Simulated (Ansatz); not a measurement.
Relaxed Bi$_{2}$Te$_{3}$ (Bi2Te3 type, space group R-3m):

```xyz
5
Lattice="2.1937 1.2666 10.0965 -2.1937 1.2666 10.0965 0.0000 -2.5331 10.0965" Properties=species:S:1:pos:R:3 pbc="T T T"
Bi     0.0000     0.0000    12.1202
Bi     0.0000     0.0000    18.1694
Te     0.0000     0.0000     0.0000
Te     0.0000     0.0000     6.3413
Te     0.0000     0.0000    23.9483
```

Method: PBE-D3(BJ) (plane waves to 420 eV, PAW, scalar-relativistic; Ansatz, a quantum-chemistry and plane-wave program). k mesh 7×7×7 (Γ-centred), Fermi-Dirac smearing 0.05 eV. Bi2Te3 was relaxed with its symmetry unable to fall. Spin-orbit coupling is left out, though Bi and Te are heavy. The PAW data are Ansatz's earlier set.

One atom of the cell was then moved (with its periodic images), all else fixed, and the forces (eV/Å) came out as:

| atom | Fx | Fy | Fz |
|---|---|---|---|
| Bi1 | -0.094 | -0.034 | -0.051 |
| Bi2 | 0.010 | -1.496 | -2.335 |
| Te3 | 0.803 | 2.372 | 3.119 |
| Te4 | -0.464 | -0.689 | -0.818 |
| Te5 | -0.255 | -0.153 | 0.085 |

### Question
Which atom was moved, and by which vector (Å)?

### Answer
Te3, by (-0.45, -0.45, -0.45), 0.78 Å in all.

(For displaced atoms, the force is minus the slope of the energy, and its curvature is a force constant, which sets phonon frequencies.)
